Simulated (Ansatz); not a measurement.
A distorted cell of TiB2 (AlB2 type, space group P6/mmm):

```yaml
crystal:
  lattice:
    - [3.02469, 0.00000, 0.00000]
    - [-1.51235, 2.61946, 0.00000]
    - [0.00000, 0.00000, 3.22263]
  atoms:
    - { symbol: Ti, position: [0.00000, 0.00000, 0.00000] }
    - { symbol: B, position: [0.33333, 0.66667, 0.50000] }
    - { symbol: B, position: [0.51327, 0.22104, 0.50000] }
```

These are r2SCAN (plane waves to 500 eV, PAW, scalar-relativistic; Ansatz, a first-principles code) values and carry that method's errors. k mesh 14×14×12 (Γ-centred), Fermi-Dirac smearing 0.05 eV. E stands for the smeared free energy. Stress and pressure are positive under compression. With partly filled bands, energies and forces of such displacements shift with the k mesh and the smearing. TiB2 is run without spin polarisation. TiB2 was relaxed with its symmetry unable to fall.

**Question.** What forces act on the atoms (eV/Å, Cartesian)?

**Answer.** 
```csv
atom,Fx,Fy,Fz
Ti1,-2.767,-2.047,0.000
B2,-0.247,-4.686,0.000
B3,3.014,6.732,0.000
```

**Question.** What is the stress tensor (GPa)?

**Answer.** 
```
   14.7      3.1      0.0
    3.1     34.4      0.0
    0.0      0.0     12.6
```
The pressure, a third of the trace, is 20.6 GPa.

**Question.** In it atom 3 sits (-0.294, -0.294, 0.000) Å away from its relaxed site. What is its energy relative to the relaxed cell?

**Answer.** 1498 meV/cell.

(A displaced cell: forces are minus the slopes of the energy, force constants its curvatures, and phonons follow from these.)
